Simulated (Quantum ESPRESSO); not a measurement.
## Hf3TaO7N (one run as intended and one with a planted mistake)

Simulated, not a measurement. The program is pw.x of Quantum ESPRESSO 7.5 (plane-wave density functional theory). The cell is made up: 12 atoms on a fluorite lattice, with randomly drawn elements, strain and displacements, not relaxed. PseudoDojo standard norm-conserving files (v0.5 for PBE, v0.4.1 for LDA and PBEsol) set the functional; there is no spin polarisation, spin-orbit coupling or dispersion term, and the masses in the input are unused placeholders.

The hafnium pseudopotential is less sure than the others, with forces about 3 percent (worst 6) and pressure in oxides about 1.5 GPa (worst 2.7) from a second method in checks, which no rerun with the same files tests.

Intended input:

```
&control calculation='scf', pseudo_dir='./dojo.nc.sr.pbe.v0_5.standard.upf', outdir='./o', disk_io='medium', tprnfor=.true., tstress=.true. /
&system ibrav=0, nat=12, ntyp=4, nbnd=54, ecutwfc=84.00895049, nosym=.true., tot_charge=0,
 occupations='smearing', smearing='fd', degauss=0.0018374661
/
&electrons conv_thr=7.350e-09, electron_maxstep=60, /
ATOMIC_SPECIES
Hf 1.0 Hf.upf
N 1.0 N.upf
O 1.0 O.upf
Ta 1.0 Ta.upf
CELL_PARAMETERS angstrom
5.1343 0.0165 0.057
0.0165 5.0496 0.0017
0.057 0.0017 5.175
ATOMIC_POSITIONS angstrom
Hf 0.0515 0.0266 0.0237
Hf 0.0857 2.5824 2.6421
Ta 2.5452 -0.0265 2.6306
Hf 2.5191 2.4929 0.1139
O 1.3216 1.2754 1.2463
O 1.295 1.3048 3.8892
O 1.3349 3.9424 1.3144
O 1.3721 3.7499 3.9628
O 3.8395 1.2823 1.3113
N 3.8598 1.287 3.9744
O 3.833 3.8241 1.3017
O 3.9355 3.894 3.8035
K_POINTS automatic
4 4 4 1 1 1
```

The log is shortened where brackets say so; the opening notice, blank lines, dates and the lines on written files are dropped, and the path of the files is cut. It prints rydbergs, bohrs and kilobars, and counts compression as positive stress. Where no state is partly filled, the Fermi energy that it prints is only some level between the filled and the empty states on the mesh, and need not lie in the true gap.

Log of the intended run:

```
     Program PWSCF v.7.5
     Parallel version (MPI & OpenMP), running on       1 processor cores
     Number of MPI processes:                 1
     Threads/MPI process:                     1
     [start-up lines left out]
     bravais-lattice index     =            0
     lattice parameter (alat)  =       9.7031  a.u.
     unit-cell volume          =     905.2895 (a.u.)^3
     number of atoms/cell      =           12
     number of atomic types    =            4
     number of electrons       =        96.00
     number of Kohn-Sham states=           54
     kinetic-energy cutoff     =      84.0090  Ry
     charge density cutoff     =     336.0358  Ry
     scf convergence threshold =      7.3E-09
     mixing beta               =       0.7000
     number of iterations used =            8  plain     mixing
     Exchange-correlation= PBE
                           (   1   4   3   4   0   0   0)
     [axes and pseudopotential details left out]
   Cartesian axes
     site n.     atom                  positions (alat units)
         1        Hf     tau(   1) = (   0.0100299   0.0051805   0.0046157  )
         2        Hf     tau(   2) = (   0.0166905   0.5029366   0.5145635  )
         3        Ta     tau(   3) = (   0.4956917  -0.0051610   0.5123238  )
         4        Hf     tau(   4) = (   0.4906086   0.4855060   0.0221827  )
         5        O      tau(   5) = (   0.2573889   0.2483912   0.2427238  )
         6        O      tau(   6) = (   0.2522084   0.2541170   0.7574431  )
         7        O      tau(   7) = (   0.2599791   0.7678041   0.2559866  )
         8        O      tau(   8) = (   0.2672240   0.7303137   0.7717771  )
         9        O      tau(   9) = (   0.7477638   0.2497350   0.2553829  )
        10        N      tau(  10) = (   0.7517173   0.2506503   0.7740363  )
        11        O      tau(  11) = (   0.7464979   0.7447645   0.2535132  )
        12        O      tau(  12) = (   0.7664603   0.7583780   0.7407526  )
     number of k points=    32  Fermi-Dirac smearing, width (Ry)=  0.0018
                       cart. coord. in units 2pi/alat
        k(    1) = (   0.1232399   0.1266612   0.1226262), wk =   0.0625000
        k(    2) = (   0.1204860   0.1265867   0.3707069), wk =   0.0625000
     [further k points left out]
     Dense  grid:    94223 G-vectors     FFT dimensions: (  60,  60,  60)
     Estimated max dynamical RAM per process >     166.75 MB
     Initial potential from superposition of free atoms
     starting charge      95.9935, renormalised to      96.0000
     Starting wfcs are   72 randomized atomic wfcs
     total cpu time spent up to now is       30.7 secs
     per-process dynamical memory:   102.6 Mb
     Self-consistent Calculation
     iteration #  1     ecut=    84.01 Ry     beta= 0.70
     Davidson diagonalization with overlap
     ethr =  1.00E-02,  avg # of iterations =  2.0
     total cpu time spent up to now is       84.0 secs
     total energy              =    -719.67167862 Ry
     estimated scf accuracy    <       5.21931821 Ry
     iteration #  2     ecut=    84.01 Ry     beta= 0.70
     Davidson diagonalization with overlap
     ethr =  5.44E-03,  avg # of iterations =  6.1
     total cpu time spent up to now is      163.7 secs
     total energy              =    -717.95226130 Ry
     estimated scf accuracy    <      23.46314798 Ry
     [iterations 3 to 15 left out]
     iteration # 16     ecut=    84.01 Ry     beta= 0.70
     Davidson diagonalization with overlap
     ethr =  2.35E-11,  avg # of iterations =  2.0
     total cpu time spent up to now is     1265.3 secs
     total energy              =    -722.31423008 Ry
     estimated scf accuracy    <          7.4E-09 Ry
     iteration # 17     ecut=    84.01 Ry     beta= 0.70
     Davidson diagonalization with overlap
     ethr =  7.70E-12,  avg # of iterations =  4.8
     total cpu time spent up to now is     1325.8 secs
     End of self-consistent calculation
     [lines on levels left out]
     the Fermi energy is    13.9232 ev
!    total energy              =    -722.31423008 Ry
     estimated scf accuracy    <          2.9E-10 Ry
     smearing contrib. (-TS)   =      -0.00000000 Ry
     internal energy E=F+TS    =    -722.31423008 Ry
     The total energy is F=E-TS. E is the sum of the following terms:
     one-electron contribution =    -114.71414171 Ry
     hartree contribution      =     113.19632526 Ry
     xc contribution           =    -180.06607158 Ry
     ewald contribution        =    -540.73034205 Ry
     convergence has been achieved in  17 iterations
     Forces acting on atoms (cartesian axes, Ry/au):
     atom    1 type  1   force =    -0.11229524    0.05506056   -0.05518716
     atom    2 type  1   force =    -0.10762494   -0.05790681    0.03839082
     atom    3 type  4   force =     0.15203635    0.06934907    0.07474398
     atom    4 type  1   force =     0.11015095   -0.03600558   -0.06946537
     atom    5 type  3   force =    -0.01215824    0.02158751    0.04603840
     atom    6 type  3   force =     0.01029966   -0.04296127   -0.04204697
     atom    7 type  3   force =    -0.00902493   -0.03587055    0.05508999
     atom    8 type  3   force =     0.01002560    0.03878051   -0.04236542
     atom    9 type  3   force =     0.00401358   -0.01699690    0.05357351
     atom   10 type  2   force =    -0.02832974    0.00874523   -0.04524472
     atom   11 type  3   force =    -0.00366988    0.00034632    0.00492795
     atom   12 type  3   force =    -0.01342317   -0.00412807   -0.01845500
     Total force =     0.328323     Total SCF correction =     0.000052
     Computing stress (Cartesian axis) and pressure
          total   stress  (Ry/bohr**3)                   (kbar)     P=      -64.40
  -0.00058856  -0.00009628  -0.00004047          -86.58      -14.16       -5.95
  -0.00009628   0.00002684  -0.00008190          -14.16        3.95      -12.05
  -0.00004047  -0.00008190  -0.00075168           -5.95      -12.05     -110.58
     init_run     :     28.91s CPU     30.45s WALL (       1 calls)
     electrons    :   1259.21s CPU   1295.14s WALL (       1 calls)
     forces       :     14.59s CPU     14.79s WALL (       1 calls)
     stress       :     55.45s CPU     57.34s WALL (       1 calls)
     [timing details left out]
     PWSCF        :  22m38.64s CPU  23m18.86s WALL
     JOB DONE.
```

A second run has one planted mistake: the smearing is too wide. The input lines that differ, file-writing options aside:

```
- &system ibrav=0, nat=12, ntyp=4, nbnd=54, ecutwfc=84.00895049, nosym=.true., tot_charge=0,
+ &system ibrav=0, nat=12, ntyp=4, nbnd=72, ecutwfc=84.00895049, nosym=.true., tot_charge=0,
-  occupations='smearing', smearing='fd', degauss=0.0018374661
+  occupations='smearing', smearing='fd', degauss=0.0418942273
```

Its log:

```
     Program PWSCF v.7.5
     Parallel version (MPI & OpenMP), running on       4 processor cores
     Number of MPI processes:                 4
     Threads/MPI process:                     1
     [start-up lines left out]
     bravais-lattice index     =            0
     lattice parameter (alat)  =       9.7031  a.u.
     unit-cell volume          =     905.2895 (a.u.)^3
     number of atoms/cell      =           12
     number of atomic types    =            4
     number of electrons       =        96.00
     number of Kohn-Sham states=           72
     kinetic-energy cutoff     =      84.0090  Ry
     charge density cutoff     =     336.0358  Ry
     scf convergence threshold =      7.3E-09
     mixing beta               =       0.7000
     number of iterations used =            8  plain     mixing
     Exchange-correlation= PBE
                           (   1   4   3   4   0   0   0)
     [axes and pseudopotential details left out]
   Cartesian axes
     site n.     atom                  positions (alat units)
         1        Hf     tau(   1) = (   0.0100299   0.0051805   0.0046157  )
         2        Hf     tau(   2) = (   0.0166905   0.5029366   0.5145635  )
         3        Ta     tau(   3) = (   0.4956917  -0.0051610   0.5123238  )
         4        Hf     tau(   4) = (   0.4906086   0.4855060   0.0221827  )
         5        O      tau(   5) = (   0.2573889   0.2483912   0.2427238  )
         6        O      tau(   6) = (   0.2522084   0.2541170   0.7574431  )
         7        O      tau(   7) = (   0.2599791   0.7678041   0.2559866  )
         8        O      tau(   8) = (   0.2672240   0.7303137   0.7717771  )
         9        O      tau(   9) = (   0.7477638   0.2497350   0.2553829  )
        10        N      tau(  10) = (   0.7517173   0.2506503   0.7740363  )
        11        O      tau(  11) = (   0.7464979   0.7447645   0.2535132  )
        12        O      tau(  12) = (   0.7664603   0.7583780   0.7407526  )
     number of k points=    32  Fermi-Dirac smearing, width (Ry)=  0.0419
                       cart. coord. in units 2pi/alat
        k(    1) = (   0.1232399   0.1266612   0.1226262), wk =   0.0625000
        k(    2) = (   0.1204860   0.1265867   0.3707069), wk =   0.0625000
     [further k points left out]
     Dense  grid:    94223 G-vectors     FFT dimensions: (  60,  60,  60)
     Estimated max dynamical RAM per process >     286.85 MB
     Estimated total dynamical RAM >       1.05 GB
     Initial potential from superposition of free atoms
     starting charge      95.9935, renormalised to      96.0000
     Starting wfcs are   72 randomized atomic wfcs
     total cpu time spent up to now is        4.2 secs
     per-process dynamical memory:   211.8 Mb
     Self-consistent Calculation
     iteration #  1     ecut=    84.01 Ry     beta= 0.70
     Davidson diagonalization with overlap
     ethr =  1.00E-02,  avg # of iterations =  3.6
     total cpu time spent up to now is       12.5 secs
     total energy              =    -719.77722847 Ry
     estimated scf accuracy    <       5.09407285 Ry
     iteration #  2     ecut=    84.01 Ry     beta= 0.70
     Davidson diagonalization with overlap
     ethr =  5.31E-03,  avg # of iterations =  2.9
     total cpu time spent up to now is       21.2 secs
     total energy              =    -717.75061587 Ry
     estimated scf accuracy    <      25.02859189 Ry
     [iterations 3 to 13 left out]
     iteration # 14     ecut=    84.01 Ry     beta= 0.70
     Davidson diagonalization with overlap
     ethr =  1.09E-10,  avg # of iterations =  2.0
     total cpu time spent up to now is      119.0 secs
     total energy              =    -722.37044445 Ry
     estimated scf accuracy    <       0.00000002 Ry
     iteration # 15     ecut=    84.01 Ry     beta= 0.70
     Davidson diagonalization with overlap
     ethr =  2.06E-11,  avg # of iterations =  2.0
     total cpu time spent up to now is      125.9 secs
     End of self-consistent calculation
     [lines on levels left out]
     the Fermi energy is    13.8571 ev
!    total energy              =    -722.37044446 Ry
     estimated scf accuracy    <          8.6E-10 Ry
     smearing contrib. (-TS)   =      -0.15749118 Ry
     internal energy E=F+TS    =    -722.21295328 Ry
     The total energy is F=E-TS. E is the sum of the following terms:
     one-electron contribution =    -114.73629188 Ry
     hartree contribution      =     113.31729106 Ry
     xc contribution           =    -180.06361041 Ry
     ewald contribution        =    -540.73034205 Ry
     convergence has been achieved in  15 iterations
     Forces acting on atoms (cartesian axes, Ry/au):
     atom    1 type  1   force =    -0.08610002    0.03560923   -0.03540855
     atom    2 type  1   force =    -0.07991929   -0.03869244    0.02052889
     atom    3 type  4   force =     0.10691348    0.04795411    0.04131251
     atom    4 type  1   force =     0.08539610   -0.01553608   -0.04790195
     atom    5 type  3   force =    -0.01509691    0.02329303    0.04108175
     atom    6 type  3   force =     0.01009559   -0.03729139   -0.03473106
     atom    7 type  3   force =    -0.01317544   -0.04146749    0.04491140
     atom    8 type  3   force =     0.00512971    0.03304618   -0.03449878
     atom    9 type  3   force =     0.00784009   -0.01262693    0.04986800
     atom   10 type  2   force =    -0.01576012    0.01170375   -0.03935876
     atom   11 type  3   force =     0.00245010   -0.00324818   -0.00085849
     atom   12 type  3   force =    -0.00777329   -0.00274379   -0.00494496
     Total force =     0.244200     Total SCF correction =     0.000084
     Computing stress (Cartesian axis) and pressure
          total   stress  (Ry/bohr**3)                   (kbar)     P=      -44.59
  -0.00040690  -0.00007361  -0.00000646          -59.86      -10.83       -0.95
  -0.00007361   0.00007239  -0.00005303          -10.83       10.65       -7.80
  -0.00000646  -0.00005303  -0.00057476           -0.95       -7.80      -84.55
     init_run     :      3.84s CPU      4.04s WALL (       1 calls)
     electrons    :    117.21s CPU    121.75s WALL (       1 calls)
     forces       :      1.69s CPU      1.74s WALL (       1 calls)
     stress       :      5.53s CPU      5.74s WALL (       1 calls)
     [timing details left out]
     PWSCF        :   2m 8.44s CPU   2m13.63s WALL
     JOB DONE.
```

|  | intended run | run with the mistake |
| --- | --- | --- |
| free energy (eV) | -9827.586 | -9828.351 |
| smearing term -TS (eV) | 0.0000 | -2.1428 |
| pressure (GPa) | -6.44 | -4.46 |
| largest force component (eV/Å) | 3.909 | 2.749 |
| largest change of a force component (eV/Å) |  | 1.160 |
| iterations | 17 | 15 |

For scale, a rerun of the intended cell at 1437 eV and a 6 x 6 x 6 mesh moved values by no more than 0.002 eV in energy, 0.05 GPa in stress and 0.010 eV/Å in force. The number of bands, nbnd, was set by rule from the electron count and the smearing, so it follows the mistake.